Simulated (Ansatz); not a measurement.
W: do energies and stresses tell the same story?

These are results of DFT PBEsol, scalar-relativistic, plane waves, PAW (Ansatz), not measurements.

Cutoff 420 eV; k points 8×8×8 on the computed 8-atom cell (Γ-centred); Gaussian smearing, width 0.10 eV; no spin polarisation.

Relaxed cell: Pm-3n, a = 5.032 Å, b = 5.032 Å, c = 5.032 Å, α = 90.00°, β = 90.00°, γ = 90.00°, 8 atoms in the primitive cell. This form isn't the element's structure at ambient conditions.

Energies at zero smearing and pressures from the stress tensor, at volumes with shape and atoms relaxed:
```csv
V (Å³/atom),E − E(first) (meV/atom),P (GPa)
14.016,0.00,52.93
14.494,-132.81,36.49
14.972,-220.16,22.40
15.450,-268.56,10.33
15.927,-283.60,0.00
16.405,-270.08,-8.83
16.883,-232.17,-16.37
17.520,-149.86,-24.71
```

Problem. Check P = −dE/dV between neighbouring volumes, and get the bulk modulus from the pressures alone.

Solution. With 1 eV/Å³ = 160.2 GPa:
```json
{"middle V (Å³/atom)": "14.255", "−ΔE/ΔV (GPa)": "44.533", "mean P (GPa)": "44.709"}
{"middle V (Å³/atom)": "14.733", "−ΔE/ΔV (GPa)": "29.289", "mean P (GPa)": "29.444"}
{"middle V (Å³/atom)": "15.211", "−ΔE/ΔV (GPa)": "16.228", "mean P (GPa)": "16.363"}
{"middle V (Å³/atom)": "15.688", "−ΔE/ΔV (GPa)": "5.044", "mean P (GPa)": "5.163"}
{"middle V (Å³/atom)": "16.166", "−ΔE/ΔV (GPa)": "-4.535", "mean P (GPa)": "-4.417"}
{"middle V (Å³/atom)": "16.644", "−ΔE/ΔV (GPa)": "-12.711", "mean P (GPa)": "-12.599"}
{"middle V (Å³/atom)": "17.202", "−ΔE/ΔV (GPa)": "-20.698", "mean P (GPa)": "-20.540"}
```

The two differ by 0.18 GPa at most. The mean of two end pressures misses the average over a step by about ΔV² P″/12, up to 0.21 GPa here; with that taken off 0.03 GPa remains. The stress is the derivative of the free energy, not of the energy at zero smearing, and with free energies 0.00 GPa remains. Around V = 15.927 Å³/atom, the two neighbours give B = −V ΔP/ΔV = 15.927 × 19.16 / 0.956 = 319.3 GPa, against B0 = 317.6 GPa from the Birch–Murnaghan fit of the energies.

Spin–orbit coupling is left out, which can shift energies with elements as heavy as these.